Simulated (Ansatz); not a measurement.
## Relaxing a structure of Ti₂Si

The relaxed structure here is a generated cell of Ti2Si: the first start was made by a random draw of sites in a space group, and the end was not matched to a known phase here, so it may be hypothetical.

The start is a randomly generated symmetric cell of Ti2Si (space group No. 160). Cell shape, volume and atoms are optimised at zero target pressure with r2SCAN (plane waves to 500 eV, PAW, scalar-relativistic; Ansatz, an electronic-structure program). First-step values are on the input's coarse k-mesh.

Ansatz input (later rounds restart from its end on a renewed k-mesh):
Ansatz 0.2 input:
```yaml
crystal:
  lattice:
    - [2.6649246, 1.538595, 2.2138803]
    - [-2.6649246, 1.538595, 2.2138803]
    - [0, -3.0771899, 2.2138803]
  atoms:
    - { symbol: Si, position: [0.45199511, 0.45199511, 0.45199511] }
    - { symbol: Ti, position: [0.11931199, 0.11931199, 0.11931199] }
    - { symbol: Ti, position: [0.83517568, 0.83517568, 0.83517568] }
basis: { ecutwfc: 500, ecutrho_ratio: 4, xc_grid: 4, fft_grid_basis: typed }
kpoints: { mp_grid: { grid: [6, 6, 6] } }
hamiltonian:
  xc: r2scan
  dispersion: none
  pseudopotentials: { kind: paw }
scf: { occupations: { method: fermi_dirac, width: 0.05 } }
relax: { f_tol: 0.01, max_steps: 100, cell: { stress_tol: 0.02 } }
output: { forces: true, stress: true }
```

```yaml
energy_released: about 1.1 eV/atom
volume_change: -10.6 %, from 18.15 to 16.23 Å³/atom
Shortest distances (start → end): "The closest pairs of elements (up to four, under 3.6 Å), start → end: Ti–Ti 1.89 → 2.67 Å; Si–Ti 2.21 → 2.48 Å"
band_gap_at_the_end: zero (metallic)
optimiser_moves: 13
```

Final structure:

Space group R-3m, hexagonal axes (No. 166); a = 4.578 Å, b = 4.578 Å, c = 8.048 Å, α = 90.00°, β = 90.00°, γ = 120.00°

```json
[
 {"atom": "Si", "site": "3b", "symmetry": "-3m", "x": "0.0000", "y": "0.0000", "z": "0.5000"},
 {"atom": "Ti", "site": "6c", "symmetry": "3m", "x": "0.0000", "y": "0.0000", "z": "0.1918"}
]
```
(The calculation used a cell of 3 atoms; values per cell refer to that cell.)

Final values are on a 13×13×13 k-mesh of the relaxed cell. The start holds a very short contact (Ti–Ti 1.89 Å). No spin polarisation in the result.

The run could not lose the symmetry of its start: the end is stationary, and may be a saddle point rather than a minimum.
